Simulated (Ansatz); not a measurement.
**Structures of Sc₂Cd: which is lowest?**

Plane-wave DFT in Ansatz with scalar-relativistic PAW potentials, cutoff 420 eV, Γ-centred meshes chosen by cell and gap, Gaussian smearing with energies taken to zero width. Every cell was relaxed (cell and atoms) in a run of its own, within the symmetry of its start. Functional: PBE.

Relaxed structures (starts from databases or built by putting these elements on another compound's sites):
A. P6/mmm, 3 atoms in the computed cell, a = 5.077 Å, c = 2.982 Å; sites (symmetry × multiplicity) Sc -6m2 × 2, Cd 6/mmm × 1; start: built
B. Fm-3m, 3 atoms in the computed cell, a = 6.848 Å; sites (symmetry × multiplicity) Sc -43m × 8, Cd m-3m × 4; start: built
C. Fd-3m, 6 atoms in the computed cell, a = 8.330 Å; sites (symmetry × multiplicity) Sc .-3m × 16, Cd -43m × 8; start: built

**Question.** Rank them by energy. Could pressure change the order?

**Answer.**
```tsv
structure	group	E − E(lowest) (meV/atom)	V (Å³/atom)	gap on mesh (eV)
A	P6/mmm	0.0	22.19	0.00
B	Fm-3m	145	26.76	0.00
C	Fd-3m	179	24.09	0.00
```

A is lowest, 145 meV/atom under B. The lowest is also the densest of these, so pressure wouldn't bring one of the others in at first order. Other structures may lie lower than all of these, and vibrations aren't counted.